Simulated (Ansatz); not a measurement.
NiS2 in space group P2_1/c (No. 14; Ni on 2c, S on 4e), r²SCAN+D4 (plane waves, PAW; program Ansatz), all energies at zero smearing, with the estimated change up to a 700 eV cutoff added, with one set of potentials and settings (totals compare only within such a set). Cell of 6 atoms (2 Ni, 4 S): -15316.763 eV.

| element | reference phase | E (eV/atom) |
|---|---|---|
| Ni | Fm-3m, 1 atoms in the cell, spin-polarised | -5845.4527 |
| S | P2/c, 32 atoms in the cell | -905.9104 |

Formation energy per atom, worked out: (-15316.763 − 2×(-5845.4527) − 4×(-905.9104))/6 = -0.369 eV/atom (-36 kJ per mol of atoms), at 0 K, without zero-point energy or fitted corrections.

The workflow started from a Materials Project entry (that database holds measured and hypothetical structures alike); the Crystallography Open Database copy checked does not list it. COD files the formula under space group No. 205, so this cell is another polymorph or a model. Its standing as an ambient phase is unchecked. The cell was relaxed with r²SCAN+D4 under the symmetry of its start; whether a distortion lowers the energy is not shown. No spin polarisation was allowed. The references are the lowest solids computed at this level, not always the standard phases.

Potentials: the later of the program's two PAW sets.
